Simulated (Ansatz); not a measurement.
WSi$_{2}$ (MoSi2 type, space group I4/mmm)

```
CELL_PARAMETERS angstrom
     -1.60147     1.60147     3.90823
      1.60147    -1.60147     3.90823
      1.60147     1.60147    -3.90823
ATOMIC_POSITIONS crystal
  W  0.00000 0.00000 0.00000
  Si 0.33452 0.33452 0.00000
  Si 0.66548 0.66548 0.00000
```

E(V) scan at fixed shape, V₀ the volume above. The atoms relax within the cell's symmetry.

These are PBEsol (plane waves to 420 eV, PAW, scalar-relativistic; Ansatz, a program for electronic structure) values and carry that method's errors. k mesh 20×20×20 (Γ-centred), Fermi-Dirac smearing 0.05 eV. Energies are smeared free energies. Compression counts positive. With the shape held, the modulus is that of even scaling; a crystal free to change shape is softer. Spin-orbit coupling is left out, though W is heavy. The PAW data are Ansatz's earlier set. WSi2 is run without spin polarisation. WSi2 was relaxed with its symmetry unable to fall. The zero of ΔE is the relaxed starting cell. The last digit holds for this mesh only.

```tsv
V (Å³/atom)	ΔE (meV/atom)
12.563	39.1
12.763	21.4
12.964	9.2
13.164	2.2
13.365	0.0
13.565	2.1
13.766	withheld
13.966	18.2
14.166	31.5
```

Fit a third-order Birch-Murnaghan form (E₀, V₀, B₀, B₀′ free) to the given rows and predict ΔE at V = 13.766.

Least squares on the 8 given rows: ΔE = E₀ + (9V₀B₀/16)·y²·[2 + (B₀′ − 4)y], y = (V₀/V)^(2/3) − 1, with V₀ = 13.364 Å³/atom, B₀ = 233.4 GPa (160.2 GPa = 1 eV/Å³; the term in eV is multiplied by 1000), B₀′ = 4.42, E₀ = -0.03 meV/atom; root-mean-square residual 0.02 meV/atom. At 13.766 the fit gives 8.3 meV/atom; the calculation gives 8.3 meV/atom, the same to the digits shown. For the pressure the fit gives -6.5 GPa against the computed -6.5 GPa.

(Under strain, the slope of the energy per volume gives the stress and its curvature an elastic modulus.)
